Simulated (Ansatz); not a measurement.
BiTe: a faulty run and its cure

Intended: BiTe, PBE, plane waves and PAW in Ansatz. The input:

```yaml
crystal:
  lattice:
    - [0.0, 3.235, 3.235]
    - [3.235, 0.0, 3.235]
    - [3.235, 3.235, 0.0]
  atoms:
    - { symbol: Bi, position: [0.0, 0.0, 0.0] }
    - { symbol: Te, position: [0.5, 0.5, 0.5] }
basis:
  ecutwfc: 420
kpoints:
  mp_grid: { grid: [1, 1, 1] }
hamiltonian:
  xc: pbe
scf:
  occupations: { method: gaussian, width: 0.1 }
output:
  forces: true
  stress: true
  eigenvalues: true
```

Output, shortened (HF is the Harris–Foulkes energy, dr2 the density residual in eV):

```text
Pseudopotential: Te, paw, valence charge 16, recommended cutoff 420 eV (normal)
Crystal: 2 atoms, lattice volume = 67.710 Å³
Basis set: ecut = 420 eV, 1363 PW (Γ), exchange–correlation on 64×64×64 points (8 copies of the dense FFT grid, shifted against one another)
Bands: 20, of which v1, the nominal top of the filled ones, is band 16 counted from 1 (15 counted from 0)
Symmetry: 48 space group operations
Space group: Fm-3m (ITA 225), of the structure as read, at distance tolerance 4.1e-5 Å
k-points: 1
Initial density: superposition of atomic densities, corrected by the library's trained network
SCF iter   1: HF=-19368.962582 eV  Δρ=2.72e-2  dr2=1.02e0
SCF iter   2: HF=-19368.622947 eV  Δρ=1.85e-2  dr2=3.57e-1
SCF iter   3: HF=-19368.804566 eV  Δρ=9.00e-3  dr2=9.16e-2
SCF iter   4: HF=-19368.882193 eV  Δρ=4.96e-3  dr2=3.18e-2
   ...
SCF iter   9: HF=-19368.892162 eV  Δρ=1.07e-4  dr2=3.74e-6
SCF iter  10: HF=-19368.892105 eV  Δρ=2.68e-5  dr2=2.73e-7
SCF iter  11: F=-19368.892107 eV  HF=-19368.892107 eV  Δρ=3.91e-6  dr2=7.54e-9
SCF 1 converged in 11 iterations: F = -19368.892107 eV  dr2 = 7.54e-9
SCF converged after 11 iterations
Free energy (F): -19368.892107 eV
E sigma→0 (E₀):  -19368.839105 eV
Entropy (-TS):   -0.106003 eV (-53.001 meV/atom)
Fermi energy:    12.346322 eV
--- Forces (eV/Å), atoms counted from 1 ---
  atom   1  Bi    -0.00000000     0.00000000    -0.00000000
  atom   2  Te    -0.00000000    -0.00000000     0.00000000
--- Stress (GPa, compression-positive) ---
       30.800406       0.000000      -0.000000
       -0.000000      30.800406      -0.000000
        0.000000      -0.000000      30.800406
  P = ⅓ Tr σ = 30.8004 GPa (308.004 kbar)
```

Task: Which fault does the input hold?
A. A smearing wider than the gap allows
B. A charge on a gapped cell under fixed occupations
C. A relaxation cut at too few steps
D. Too few SCF iterations allowed
E. One k-point for a metal

Result: E. One point can't sample a Fermi surface. The cure is a converged mesh.

Fix:

```diff
 kpoints:
-  mp_grid: { grid: [1, 1, 1] }
+  mp_grid: { grid: [12, 12, 12] }
```

Result of the mended run: a pressure of 0.72 GPa, no gap. The faulty run's energy lay 3.91 eV per atom higher.